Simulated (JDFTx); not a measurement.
System: GaP(110) (F-43m bulk; lattice of mp-2490, not re-optimised at this level), 1x1 cell of 8 atoms in 4 planes (Ga/P outermost, slab composition Ga4P4), area 21.02 Å² a face, 5.8 Å between the outermost planes in a cell 21.8 Å high; k mesh 6×4×1, Fermi width 0.003 Ha, no spin polarisation. Whether this polymorph is the ambient one wasn't checked.

Level of theory: PBE, GBRV ultrasoft potentials, plane waves to 20/100 Ha; code: a modified build of JDFTx. Vacuum. The outer atoms relax from bulk positions, keeping the cell's symmetry; the lattice is not PBE's own optimum in this code, and that strain can shift the moves by a few hundredths of an ångström. Input:

```
lattice \
  7.2846626623 0.0000000000 0.0000000000 \
  0.0000000000 10.3020687355 0.0000000000 \
  0.0000000000 0.0000000000 41.1960295168
coords-type Lattice
ion Ga 0.5000000000 0.5000000000 -0.1326219310 1
ion Ga 0.0000000000 0.0000000000 -0.0442073100 1
ion Ga 0.5000000000 0.5000000000 0.0442073100 1
ion Ga 0.0000000000 0.0000000000 0.1326219310 1
ion P 0.0000000000 0.2500000000 -0.1326219310 1
ion P 0.5000000000 0.7500000000 -0.0442073100 1
ion P 0.0000000000 0.2500000000 0.0442073100 1
ion P 0.5000000000 0.7500000000 0.1326219310 1
ion-species pseudo/ga_pbe_v1.4.upf
ion-species pseudo/p_pbe_v1.5.upf
elec-cutoff 20 100
elec-ex-corr gga-PBE
coulomb-interaction Slab 001
coulomb-truncation-embed 0 0 0
kpoint-folding 6 4 1
elec-smearing Fermi 0.003
lcao-params 10
elec-n-bands 56
converge-empty-states yes
electronic-scf nIterations 100 energyDiffThreshold 1e-07
ionic-minimize nIterations 10 energyDiffThreshold 1e-5 knormThreshold 4e-4
dump-name vac.$VAR
dump End State Ecomponents EigStats BandEigs Forces ElecDensity IonicPositions Fillings Kpoints Dtot
```

### Question
How far do the free atoms of the upper face move along the normal, and how much energy is released?

### Answer
P (atom 8) 0.29 Å, Ga (atom 4) -0.36 Å, Ga (atom 3) 0.13 Å, P (atom 7) -0.03 Å (positive: outward). The free energy falls by 1.267 eV per cell, 483 mJ/m².
